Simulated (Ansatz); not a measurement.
## CsPbCl3: from a starting cell to a relaxed one

The start is a generated cell, CsPbCl3 placed in the AFLOW prototype ABC3_hR10_167_a_b_e (G0_1, as in CaCO3). The structure is fully relaxed (lattice and positions, P = 0) with PBEsol (plane waves to 420 eV, PAW, scalar-relativistic; Ansatz, a program for electronic structure). First-step values are on the input's coarse k-mesh.

Ansatz input (later rounds restart from its end on a renewed k-mesh):
Ansatz 0.2 input:
```yaml
crystal:
  lattice:
    - [3.6337866, 2.0979677, 8.2860242]
    - [-3.6337866, 2.0979677, 8.2860242]
    - [0, -4.1959353, 8.2860242]
  atoms:
    - { symbol: Pb, position: [0.25, 0.25, 0.25] }
    - { symbol: Pb, position: [0.75, 0.75, 0.75] }
    - { symbol: Cs, position: [0, 0, 0] }
    - { symbol: Cs, position: [0.5, 0.5, 0.5] }
    - { symbol: Cl, position: [0.9933, 0.5067, 0.25] }
    - { symbol: Cl, position: [0.25, 0.9933, 0.5067] }
    - { symbol: Cl, position: [0.5067, 0.25, 0.9933] }
    - { symbol: Cl, position: [0.0067, 0.4933, 0.75] }
    - { symbol: Cl, position: [0.75, 0.0067, 0.4933] }
    - { symbol: Cl, position: [0.4933, 0.75, 0.0067] }
basis: { ecutwfc: 420, ecutrho_ratio: 4, xc_grid: 2, fft_grid_basis: typed }
kpoints: { mp_grid: { grid: [4, 4, 4] } }
hamiltonian:
  xc: pbesol
  dispersion: none
  pseudopotentials: { kind: paw }
scf: { occupations: { method: fermi_dirac, width: 0.05 } }
relax: { f_tol: 0.01, max_steps: 100, cell: { stress_tol: 0.02 } }
output: { forces: true, stress: true }
```

### Question
How large is the pressure on the unrelaxed cell, and of which sign?

### Answer
+38.9 GPa (positive: the cell is compressed).

### Question
What is the largest force in the starting geometry, and on which atom (counted from 1)?

### Answer
24.30 eV/Å, on Cl5, Cl6, Cl7, Cl8, Cl9, Cl10 (atoms numbered as listed).

### Question
By how much does the energy per atom fall from start to end?

### Answer
3.87 eV/atom.

### Question
How do the shortest distances between atoms change?

### Answer
The closest pairs of elements (up to four, under 3.6 Å), start → end: Cl–Pb 1.87 → 2.69 Å; Cl–Cl 3.23 → 4.41 Å; Cl–Cs 3.44 → 3.38 Å.

The space group stays R-3c (No. 167) (the run could not lower it), with 10 atoms in the primitive cell. Final values are on a 5×5×5 k-mesh of the relaxed cell. No spin polarisation in the result.

The run could not lose the symmetry of its start: the end is stationary, and may be a saddle point rather than a minimum.

The relaxed structure here is a generated cell of CsPbCl3: the first start was made by placing the elements on the sites of a structure type, and the end was not matched to a known phase here, so it may be hypothetical. Known forms of CsPbCl3 include space group No. 221.
